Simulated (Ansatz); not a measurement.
LiPb: clamped-ion strain scan

The calculation used DFT r2SCAN, scalar-relativistic, plane waves, PAW (Ansatz 0.2.0). Settings: plane waves to 500 eV, k-mesh 14×14×14 (Γ-centred), Gaussian smearing 0.15 eV. Spin–orbit coupling is left out, which can shift energies with elements as heavy as these. No spin polarisation. Energies are free energies at this smearing, counted from the undisturbed cell; pressure is positive in compression.

The starting cell (as given, not relaxed at this level; it stands at 0.6 GPa, and it needn't be the usual structure):

```
Li Pb
1.0
     3.52200    0.00000    0.00000
     0.00000    3.52200    0.00000
     0.00000    0.00000    3.52200
Li Pb
1 1
Direct
  0.50000 0.50000 0.50000
  0.00000 0.00000 0.00000
```

The cell is strained by ε times the Voigt pattern (1, 1, 0, 0, 0, 0) (xx, yy, zz, yz, xz, xy; engineering shear) with fractional coordinates fixed. The cell is metallic on the mesh throughout.

```csv
ε,ΔE (meV/atom)
-0.0200,8.2
-0.0150,5.1
-0.0100,2.8
-0.0050,1.1
0.0000,0.0
0.0050,-0.5
0.0100,-0.5
0.0150,0.1
0.0175,0.6
0.0200,1.2
```

Question: Predict the stress summed along the pattern (GPa, tension positive) at each point.

Answer:
| ε | stress summed along the pattern (GPa, tension positive) |
| --- | --- |
| -0.0200 | -5.03 |
| -0.0150 | -3.97 |
| -0.0100 | -2.99 |
| -0.0050 | -2.06 |
| 0.0000 | -1.18 |
| 0.0050 | -0.34 |
| 0.0100 | 0.47 |
| 0.0150 | 1.23 |
| 0.0175 | 1.61 |
| 0.0200 | 1.97 |